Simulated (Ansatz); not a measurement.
Relaxed-ion elastic tensor of WS$_{2}$ in space group P6_3/mmc (No. 194; W on 2c, S on 4f) in GPa (Voigt order), plane-wave PAW r²SCAN+D4 (Ansatz code); density 7.53 g/cm³, 18.23 Å³ per atom.

```
 253  58.7   8.6   0.0   0.0   0.0
58.7   253   8.6   0.0   0.0   0.0
 8.6   8.6  44.6   0.0   0.0   0.0
 0.0   0.0   0.0  14.3   0.0   0.0
 0.0   0.0   0.0   0.0  14.3   0.0
 0.0   0.0   0.0   0.0   0.0  97.3
```

Is the crystal mechanically stable?

Yes: the smallest eigenvalue of C is 14.3 GPa.

Work out the Voigt, Reuss and Hill averages.

K_V = 78.1, K_R = 37.5, K_H = 57.8; G_V = 56.9, G_R = 25.7, G_H = 41.3 GPa.

Give Young's modulus, Poisson's ratio, Pugh's ratio and the universal anisotropy index.

E = 9KG/(3K + G) = 100 GPa; ν = 0.21; K/G = 1.40 (brittle by the Pugh limit of 1.75); A_U = 5G_V/G_R + K_V/K_R − 6 = 7.15.

Estimate the sound speeds and the Debye temperature.

v_l = √((K + 4G/3)/ρ) = 3870 m/s, v_t = √(G/ρ) = 2340 m/s, mean 2590 m/s; Θ = (h/k)(3n/4πV)^(1/3) v_m = 293 K.

Solve the Christoffel equation for the three sound speeds along x, y, z.

Eigenvalues of C_ijkl n_j n_l equal ρv². In km/s, slowest first: x 1.38, 3.60, 5.80; y 1.38, 3.60, 5.80; z 1.38, 1.38, 2.43.

How much does each axis shrink under pressure?

Linear compressibilities β_i = Σ_j S_ij (j = 1 to 3): x 2.6, y 2.6, z 21 per TPa.

The cell was relaxed with r²SCAN+D4 under the symmetry of its start; phonons on a q-mesh show no instability. The run is not spin-polarised. Scalar-relativistic: spin–orbit coupling is off unless named, which matters more the heavier the elements.

Potentials: the earlier of the program's two PAW sets.
